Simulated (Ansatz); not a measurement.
Cu3Sb:
Space group P6/mmm (No. 191); a = b = 4.533 Å, c = 4.946 Å, α = β = 90.00°, γ = 120.00°

| atom | site | symmetry | x | y | z |
|---|---|---|---|---|---|
| Sb | 1a | 6/mmm | 0.0000 | 0.0000 | 0.0000 |
| Cu | 1b | 6/mmm | 0.0000 | 0.0000 | 0.5000 |
| Cu | 2c | -6m2 | 0.3333 | 0.6667 | 0.0000 |

Relaxed at zero pressure with DFT-PBE in the program Ansatz with PAW potentials.

Task: The volume is lowered by 3 % and shape and atoms relax at that volume. What pressure results, and how do the axes share the change?

Result: 1.9 GPa; a -1.0 %, b -1.0 %, c -1.1 %; the energy rises by 4 meV/atom.

Task: Give the new structure.

Result: 
Space group P6/mmm (No. 191); a = b = 4.490 Å, c = 4.891 Å, α = β = 90.00°, γ = 120.00°

```tsv
atom	site	symmetry	x	y	z
Sb	1a	6/mmm	0.0000	0.0000	0.0000
Cu	1b	6/mmm	0.0000	0.0000	0.5000
Cu	2c	-6m2	0.3333	0.6667	0.0000
```

The phase is kept; no other phase was compared at this pressure.

The start of the workflow was typed in or built on a structure type; neither database checked (COD, Materials Project) lists it. Whether it is the stable phase at ambient conditions was not checked. The cell was relaxed with PBE under the symmetry of its start; whether a distortion lowers the energy is not shown. No spin polarisation was allowed. Its formation energy is positive at this level, so the cell may be metastable or incomplete. Scalar-relativistic: spin–orbit coupling is off unless named, which matters more the heavier the elements.

Potentials: the earlier of the program's two PAW sets.
